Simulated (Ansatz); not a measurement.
Input, command and steps of an Ansatz relaxation.

```yaml
crystal:
  lattice:
    - [0.0, 0.0, 9.1345599389]
    - [0.0, -8.4107882856, -4.5672799694]
    - [11.7847581039, 0.0, 0.0]
  atoms:
    - { symbol: Sn, position: [0.7565204405, 0.125, 0.6291963258] }
    - { symbol: Sn, position: [-0.015283126, 0.6160576279, 0.6283216504] }
    - { symbol: Sn, position: [0.4936592461, 0.6339423721, 0.6283216504] }
    - { symbol: Sn, position: [0.5988305615, 0.3640024719, 0.8750324772] }
    - { symbol: Sn, position: [0.1199313332, 0.3791140379, 0.8577755942] }
    - { symbol: Sn, position: [0.3598280896, 0.8859975281, 0.8750324772] }
    - { symbol: Sn, position: [0.8658172953, 0.8708859621, 0.8577755942] }
    - { symbol: Sn, position: [0.5071309156, 0.3731961675, 0.3838739452] }
    - { symbol: Sn, position: [1.0165017403, 0.3712314679, 0.372003309] }
    - { symbol: Sn, position: [0.2589347481, 0.8768038325, 0.3838739452] }
    - { symbol: Sn, position: [0.7702702724, 0.8787685321, 0.372003309] }
    - { symbol: Sn, position: [0.1433080786, 0.125, 0.1183497623] }
    - { symbol: Sn, position: [0.6333895172, 0.125, 0.1273041953] }
    - { symbol: Sn, position: [0.885776403, 0.6221060009, 0.1268342088] }
    - { symbol: Sn, position: [0.3886704021, 0.6278939991, 0.1268342088] }
    - { symbol: Se, position: [0.4696825699, 0.3786449386, 0.1474673884] }
    - { symbol: Se, position: [0.9666025784, 0.3722252667, 0.1377401256] }
    - { symbol: Se, position: [0.2160376313, 0.8713550614, 0.1474673884] }
    - { symbol: Se, position: [0.7193773117, 0.8777747333, 0.1377401256] }
    - { symbol: Se, position: [0.6623924989, 0.3657257273, 0.6432242952] }
    - { symbol: Se, position: [0.1397650646, 0.3972663847, 0.6299734021], spin: 0.333 }
    - { symbol: Se, position: [0.4216667716, 0.8842742727, 0.6432242952] }
    - { symbol: Se, position: [0.8674986798, 0.8527336153, 0.6299734021], spin: 0.333 }
    - { symbol: Se, position: [0.0982582283, 0.125, 0.358040075] }
    - { symbol: Se, position: [0.5915716143, 0.125, 0.3608162125] }
    - { symbol: Se, position: [0.841750199, 0.6225237998, 0.3613409601] }
    - { symbol: Se, position: [0.3442263992, 0.6274762002, 0.3613409601] }
    - { symbol: Se, position: [0.2723051761, 0.125, 0.8641205941], spin: 0.333 }
    - { symbol: Se, position: [0.7908803629, 0.125, 0.863183941] }
    - { symbol: Se, position: [0.0332607822, 0.6311240398, 0.865315004] }
    - { symbol: Se, position: [0.5271367423, 0.6188759602, 0.865315004] }
  host:
    lattice:
      - [11.7847581039, 0.0, 0.0]
      - [0.0, 4.2053941428, 0.0]
      - [0.0, 0.0, 4.5672799694]
    atoms:
      - { symbol: Sn, position: [0.6211841732, 0.75, 0.3836029445] }
      - { symbol: Sn, position: [0.8788158268, 0.25, 0.8836029445] }
      - { symbol: Sn, position: [0.3788158268, 0.25, 0.6163970555] }
      - { symbol: Sn, position: [0.1211841732, 0.75, 0.1163970555] }
      - { symbol: Se, position: [0.1451509857, 0.25, 0.5239132367] }
      - { symbol: Se, position: [0.6451509857, 0.25, 0.9760867633] }
      - { symbol: Se, position: [0.3548490143, 0.75, 0.0239132367] }
      - { symbol: Se, position: [0.8548490143, 0.75, 0.4760867633] }
total_charge: -1
basis:
  ecutwfc: 420
  xc_grid: 2
kpoints:
  mp_grid: { grid: [2, 2, 2], shift: [0.0, 0.0, 0.0] }
hamiltonian:
  xc: pbe
scf:
  occupations: { method: gaussian, width: 0.01 }
output:
  forces: true
  stress: false
  eigenvalues: true
  populations: true
  charged_corrections:
    defect_position: [0.25430147, 0.125, 0.62118417]
    epsilon: [[28.5818, 0.0, 0.0], [0.0, 47.4262, 0.0], [0.0, 0.0, 32.8783]]
  write_density: true
  write_potential: true
  elf: true
  volumetric_format: npy
magnetization:
  spin_polarized: true
relax:
  adjacent_minimum: "off"
  f_tol: 0.025
  max_steps: 45
```

```bash
ansatz run input.yaml --threads 4 --pin off --max-ram 10240MiB --backend cpu --events-out ev --progress --plain --runs-dir out
```

Computed with DFT PBE, scalar-relativistic, plane waves, PAW in Ansatz 0.2.0.

The cell holds a point defect: Sn vacancy (site c), charge −1.

Of 5 frames 5 are shown, positions in Å and forces in eV/Å; the SCF threshold varies from step to step.

```xyz
31
Lattice="0.0000 0.0000 9.1346 0.0000 -8.4108 -4.5673 11.7848 0.0000 0.0000" Properties=species:S:1:pos:R:3:forces:R:3 pbc="T T T" step=1 free_energy_over_end_meV_per_atom=3.20
Sn    7.4149   -1.0513    6.3396   -0.0354    0.0000    0.0931
Sn    7.4046   -5.1815   -2.9533   -0.0506   -0.0622    0.0590
Sn    7.4046   -5.3320    1.6140   -0.0506    0.0622    0.0590
Sn   10.3120   -3.0615    3.8076   -0.0068    0.0166    0.0140
Sn   10.1087   -3.1886   -0.6360   -0.0286   -0.0122    0.0577
Sn   10.3120   -7.4519   -0.7597   -0.0068   -0.0166    0.0140
Sn   10.1087   -7.3248    3.9313   -0.0286    0.0122    0.0577
Sn    4.5239   -3.1389    2.9279   -0.0061   -0.0202   -0.0044
Sn    4.3840   -3.1223    7.5898    0.0386   -0.0071   -0.0449
Sn    4.5239   -7.3746   -1.6394   -0.0061    0.0202   -0.0044
Sn    4.3840   -7.3911    3.0225    0.0386    0.0071   -0.0449
Sn    1.3947   -1.0513    0.7381   -0.0344    0.0000   -0.0107
Sn    1.5002   -1.0513    5.2148   -0.0391    0.0000   -0.0128
Sn    1.4947   -5.2324    5.2498   -0.0302    0.0249   -0.0387
Sn    1.4947   -5.2811    0.6826   -0.0302   -0.0249   -0.0387
Se    1.7379   -3.1847    2.5610    0.0540    0.0342   -0.0027
Se    1.6232   -3.1307    7.1294    0.0181   -0.0290   -0.0161
Se    1.7379   -7.3288   -2.0063    0.0540   -0.0342   -0.0027
Se    1.6232   -7.3828    2.5622    0.0181    0.0290   -0.0161
Se    7.5802   -3.0760    4.3803    0.0603    0.0289   -0.0595
Se    7.4241   -3.3413   -0.5377    0.1586    0.0727    0.0413
Se    7.5802   -7.4374   -0.1870    0.0603   -0.0289   -0.0595
Se    7.4241   -7.1722    4.0295    0.1586   -0.0727    0.0413
Se    4.2194   -1.0513    0.3266   -0.0317    0.0000    0.0335
Se    4.2521   -1.0513    4.8328   -0.0450    0.0000   -0.0384
Se    4.2583   -5.2359    4.8458   -0.0713    0.0068   -0.0232
Se    4.2583   -5.2776    0.2785   -0.0713   -0.0068   -0.0232
Se   10.1835   -1.0513    1.9165   -0.0271    0.0000    0.0646
Se   10.1724   -1.0513    6.6534   -0.0163    0.0000   -0.0836
Se   10.1975   -5.3083   -2.5787   -0.0217   -0.0197   -0.0051
Se   10.1975   -5.2052    1.9886   -0.0217    0.0197   -0.0051
31
Lattice="0.0000 0.0000 9.1346 0.0000 -8.4108 -4.5673 11.7848 0.0000 0.0000" Properties=species:S:1:pos:R:3:forces:R:3 pbc="T T T" step=2 free_energy_over_end_meV_per_atom=1.17
Sn    7.3942   -1.0513    6.4224    0.0720    0.0000   -0.0128
Sn    7.3685   -5.1948   -2.8640    0.0836    0.0323   -0.0182
Sn    7.3685   -5.3187    1.7033    0.0836   -0.0323   -0.0182
Sn   10.3271   -3.0643    3.8876   -0.0404   -0.0239    0.0080
Sn   10.1737   -3.1734   -0.5576   -0.0432   -0.0411   -0.0387
Sn   10.3271   -7.4492   -0.6796   -0.0404    0.0239    0.0080
Sn   10.1737   -7.3400    4.0096   -0.0432    0.0411   -0.0387
Sn    4.5275   -3.1530    2.8645   -0.0220   -0.0005    0.0152
Sn    4.4316   -3.1171    7.5169   -0.0706   -0.0195    0.0273
Sn    4.5275   -7.3605   -1.7028   -0.0220    0.0005    0.0152
Sn    4.4316   -7.3964    2.9496   -0.0706    0.0195    0.0273
Sn    1.3510   -1.0513    0.6667    0.0519    0.0000    0.0566
Sn    1.4561   -1.0513    5.1486    0.0331    0.0000    0.0139
Sn    1.4380   -5.2359    5.1695    0.0309   -0.0021    0.0177
Sn    1.4380   -5.2776    0.6022    0.0309    0.0021    0.0177
Se    1.7476   -3.1753    2.4872    0.0159    0.0012   -0.0497
Se    1.6590   -3.1452    7.0511    0.0690    0.0183   -0.0338
Se    1.7476   -7.3382   -2.0801    0.0159   -0.0012   -0.0497
Se    1.6590   -7.3683    2.4838    0.0690   -0.0183   -0.0338
Se    7.5974   -3.0777    4.4444    0.0063   -0.0223    0.0406
Se    7.5081   -3.3002   -0.4441   -0.0135   -0.0269    0.0641
Se    7.5974   -7.4358   -0.1228    0.0063    0.0223    0.0406
Se    7.5081   -7.2133    4.1232   -0.0135    0.0269    0.0641
Se    4.1858   -1.0513    0.2704   -0.0682    0.0000   -0.0624
Se    4.2044   -1.0513    4.7454   -0.0134    0.0000   -0.0250
Se    4.1999   -5.2437    4.7732   -0.0049   -0.0179   -0.0668
Se    4.1999   -5.2698    0.2060   -0.0049    0.0179   -0.0668
Se   10.1790   -1.0513    2.0120    0.0073    0.0000    0.0061
Se   10.1632   -1.0513    6.6829   -0.0299    0.0000    0.0450
Se   10.1728   -5.3121   -2.5061   -0.0376   -0.0096    0.0237
Se   10.1728   -5.2014    2.0612   -0.0376    0.0096    0.0237
31
Lattice="0.0000 0.0000 9.1346 0.0000 -8.4108 -4.5673 11.7848 0.0000 0.0000" Properties=species:S:1:pos:R:3:forces:R:3 pbc="T T T" step=3 free_energy_over_end_meV_per_atom=0.28
Sn    7.4079   -1.0513    6.5015    0.0704    0.0000   -0.0460
Sn    7.3739   -5.1850   -2.7864    0.0539    0.0335   -0.0250
Sn    7.3739   -5.3285    1.7809    0.0539   -0.0335   -0.0250
Sn   10.3217   -3.0663    3.9530   -0.0197    0.0114    0.0001
Sn   10.1661   -3.1871   -0.5003   -0.0071   -0.0071   -0.0055
Sn   10.3217   -7.4472   -0.6143   -0.0197   -0.0114    0.0001
Sn   10.1661   -7.3264    4.0670   -0.0071    0.0071   -0.0055
Sn    4.5319   -3.1555    2.8010   -0.0189    0.0143    0.0038
Sn    4.4425   -3.1193    7.4533   -0.0622   -0.0100    0.0006
Sn    4.5319   -7.3580   -1.7663   -0.0189   -0.0143    0.0038
Sn    4.4425   -7.3942    2.8861   -0.0622    0.0100    0.0006
Sn    1.3306   -1.0513    0.6256    0.0190    0.0000    0.0043
Sn    1.4525   -1.0513    5.0857    0.0573    0.0000    0.0064
Sn    1.4323   -5.2344    5.1081    0.0445    0.0010    0.0061
Sn    1.4323   -5.2791    0.5408    0.0445   -0.0010    0.0061
Se    1.7576   -3.1764    2.4208    0.0086   -0.0125   -0.0033
Se    1.6873   -3.1428    6.9804    0.0294    0.0033   -0.0108
Se    1.7576   -7.3371   -2.1464    0.0086    0.0125   -0.0033
Se    1.6873   -7.3707    2.4131    0.0294   -0.0033   -0.0108
Se    7.6000   -3.0761    4.5145   -0.0059   -0.0127    0.0367
Se    7.5098   -3.2966   -0.3475   -0.0085   -0.0115    0.0146
Se    7.6000   -7.4373   -0.0527   -0.0059    0.0127    0.0367
Se    7.5098   -7.2169    4.2198   -0.0085    0.0115    0.0146
Se    4.1447   -1.0513    0.1948   -0.0154    0.0000   -0.0281
Se    4.1933   -1.0513    4.6703   -0.0130    0.0000   -0.0005
Se    4.1885   -5.2467    4.6950   -0.0224   -0.0174   -0.0130
Se    4.1885   -5.2668    0.1278   -0.0224    0.0174   -0.0130
Se   10.1797   -1.0513    2.0785    0.0096    0.0000    0.0070
Se   10.1672   -1.0513    6.7475   -0.0408    0.0000    0.0406
Se   10.1682   -5.3215   -2.4473   -0.0354    0.0261    0.0038
Se   10.1682   -5.1920    2.1200   -0.0354   -0.0261    0.0038
31
Lattice="0.0000 0.0000 9.1346 0.0000 -8.4108 -4.5673 11.7848 0.0000 0.0000" Properties=species:S:1:pos:R:3:forces:R:3 pbc="T T T" step=4 free_energy_over_end_meV_per_atom=0.06
Sn    7.4398   -1.0513    6.5244   -0.0102    0.0000    0.0145
Sn    7.3889   -5.1670   -2.7598   -0.0212   -0.0060    0.0097
Sn    7.3889   -5.3465    1.8075   -0.0212    0.0060    0.0097
Sn   10.3144   -3.0658    3.9806    0.0296   -0.0148    0.0083
Sn   10.1641   -3.1917   -0.4571   -0.0144    0.0086    0.0246
Sn   10.3144   -7.4477   -0.5867    0.0296    0.0148    0.0083
Sn   10.1641   -7.3218    4.1102   -0.0144   -0.0086    0.0246
Sn    4.5269   -3.1507    2.7726    0.0005   -0.0085   -0.0259
Sn    4.4248   -3.1243    7.4144    0.0121   -0.0015   -0.0153
Sn    4.5269   -7.3628   -1.7947    0.0005    0.0085   -0.0259
Sn    4.4248   -7.3892    2.8471    0.0121    0.0015   -0.0153
Sn    1.3213   -1.0513    0.6056    0.0147    0.0000   -0.0042
Sn    1.4756   -1.0513    5.0592   -0.0104    0.0000   -0.0315
Sn    1.4378   -5.2349    5.0803   -0.0050   -0.0062   -0.0220
Sn    1.4378   -5.2786    0.5130   -0.0050    0.0062   -0.0220
Se    1.7603   -3.1798    2.3949   -0.0150    0.0098    0.0135
Se    1.6910   -3.1446    6.9462   -0.0089    0.0108    0.0169
Se    1.7603   -7.3337   -2.1724   -0.0150   -0.0098    0.0135
Se    1.6910   -7.3689    2.3789   -0.0089   -0.0108    0.0169
Se    7.5998   -3.0728    4.5425   -0.0167    0.0150   -0.0004
Se    7.5111   -3.2946   -0.3023   -0.0053    0.0013   -0.0104
Se    7.5998   -7.4407   -0.0248   -0.0167   -0.0150   -0.0004
Se    7.5111   -7.2188    4.2650   -0.0053   -0.0013   -0.0104
Se    4.1201   -1.0513    0.1468    0.0084    0.0000    0.0189
Se    4.2006   -1.0513    4.6417    0.0038    0.0000    0.0279
Se    4.1765   -5.2520    4.6558    0.0176    0.0022    0.0215
Se    4.1765   -5.2615    0.0885    0.0176   -0.0022    0.0215
Se   10.1835   -1.0513    2.1111   -0.0077    0.0000   -0.0279
Se   10.1752   -1.0513    6.7987    0.0108    0.0000   -0.0170
Se   10.1640   -5.3083   -2.4150    0.0220    0.0001   -0.0110
Se   10.1640   -5.2052    2.1523    0.0220   -0.0001   -0.0110
31
Lattice="0.0000 0.0000 9.1346 0.0000 -8.4108 -4.5673 11.7848 0.0000 0.0000" Properties=species:S:1:pos:R:3:forces:R:3 pbc="T T T" step=5 free_energy_over_end_meV_per_atom=0.00
Sn    7.4375   -1.0513    6.5292    0.0013    0.0000    0.0009
Sn    7.3861   -5.1650   -2.7592   -0.0072   -0.0003    0.0045
Sn    7.3861   -5.3485    1.8081   -0.0072    0.0003    0.0045
Sn   10.3196   -3.0691    3.9789    0.0034   -0.0111    0.0009
Sn   10.1517   -3.1888   -0.4507   -0.0037    0.0109    0.0164
Sn   10.3196   -7.4444   -0.5884    0.0034    0.0111    0.0009
Sn   10.1517   -7.3247    4.1165   -0.0037   -0.0109    0.0164
Sn    4.5249   -3.1516    2.7690    0.0016    0.0021   -0.0075
Sn    4.4257   -3.1251    7.4119    0.0027    0.0024   -0.0126
Sn    4.5249   -7.3619   -1.7982    0.0016   -0.0021   -0.0075
Sn    4.4257   -7.3883    2.8446    0.0027   -0.0024   -0.0126
Sn    1.3308   -1.0513    0.6049    0.0083    0.0000   -0.0197
Sn    1.4758   -1.0513    5.0497    0.0104    0.0000   -0.0073
Sn    1.4447   -5.2357    5.0773    0.0011    0.0039   -0.0107
Sn    1.4447   -5.2778    0.5101    0.0011   -0.0039   -0.0107
Se    1.7564   -3.1794    2.3974   -0.0021    0.0026    0.0119
Se    1.6902   -3.1405    6.9450   -0.0072   -0.0046    0.0096
Se    1.7564   -7.3341   -2.1698   -0.0021   -0.0026    0.0119
Se    1.6902   -7.3730    2.3777   -0.0072    0.0046    0.0096
Se    7.5994   -3.0682    4.5444   -0.0022    0.0003   -0.0026
Se    7.4986   -3.2955   -0.3023    0.0137    0.0053   -0.0070
Se    7.5994   -7.4453   -0.0229   -0.0022   -0.0003   -0.0026
Se    7.4986   -7.2180    4.2650    0.0137   -0.0053   -0.0070
Se    4.1300   -1.0513    0.1479   -0.0033    0.0000    0.0195
Se    4.2031   -1.0513    4.6447   -0.0089    0.0000    0.0016
Se    4.1863   -5.2520    4.6597   -0.0080    0.0007    0.0089
Se    4.1863   -5.2615    0.0924   -0.0080   -0.0007    0.0089
Se   10.1859   -1.0513    2.1075   -0.0064    0.0000   -0.0185
Se   10.1731   -1.0513    6.7996    0.0020    0.0000    0.0034
Se   10.1662   -5.3023   -2.4163    0.0063   -0.0072   -0.0018
Se   10.1662   -5.2112    2.1510    0.0063    0.0072   -0.0018
```

The run took 4.6 min on 4 threads of Intel(R) Xeon(R) 6975P-C (Granite Rapids), with other jobs on the host, peak memory 5.7 GiB.

The relaxation kept the symmetry at the defect while a level is partly filled, so a state in which the carrier settles on fewer atoms was held off and may lie lower. The cell is also small for a charged defect.